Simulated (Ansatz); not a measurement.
## Convergence test, Ga3Se

Method: DFT PBEsol, scalar-relativistic, plane waves, PAW in Ansatz 0.2.0.

```cif
data_structure
_symmetry_space_group_name_H-M 'P 1'
_symmetry_Int_Tables_number 1
_cell_length_a 4.4325
_cell_length_b 4.4325
_cell_length_c 4.4325
_cell_angle_alpha 90.000
_cell_angle_beta 90.000
_cell_angle_gamma 90.000
_cell_volume 87.08
loop_
_atom_site_label
_atom_site_type_symbol
_atom_site_fract_x
_atom_site_fract_y
_atom_site_fract_z
_atom_site_occupancy
Ga1 Ga 0.00000 0.50000 0.50000 1
Ga2 Ga 0.50000 0.00000 0.50000 1
Ga3 Ga 0.50000 0.50000 0.00000 1
Se1 Se 0.00000 0.00000 0.00000 1
```

- Γ-centred k-mesh: 10×10×10
- occupation rule: Gaussian smearing, 0.1 eV
- spin treatment: unpolarised
- valence charge of the PAW sets: Ga 13, Se 16

The atoms are held and the plane-wave cutoff is swept. Energies are extrapolated to zero smearing and count from the reference run, 850 eV. The cell isn't necessarily relaxed at this level. Pressure is positive in compression and holds a correction for the finite cutoff (Pulay stress).

Times are rough; the reference took 21 s on 1 thread of Arm Neoverse V2 (shared host), peak memory 0.63 GiB.

**Question.** Tried: 150, 200, 250, 300, 350, 380, 420, 460, 520, 600, 700, 850 eV. From which plane-wave cutoff on does the energy per atom stay within 100, 10 and 1 meV of the reference?

**Answer.** 300 for 100 meV, 350 for 10 meV, 460 for 1 meV. The reference itself isn't shown to be converged.

```csv
cutoff (eV),ΔE (meV/atom),P (GPa),plane waves at Γ,wall time (s)
150,31573,-4.30,365,2.8
200,6802,0.51,587,3.6
250,1023,-1.89,751,3.5
300,87.6,-3.75,1021,5
350,4.84,-3.61,1309,5.8
380,1.57,-3.64,1419,6.1
420,1.08,-3.65,1743,11
460,0.56,-3.65,1935,7.6
520,0.20,-3.65,2325,9.9
600,0.14,-3.65,2945,11
700,0.04,-3.65,3743,16
850,0.00,-3.65,4945,21
```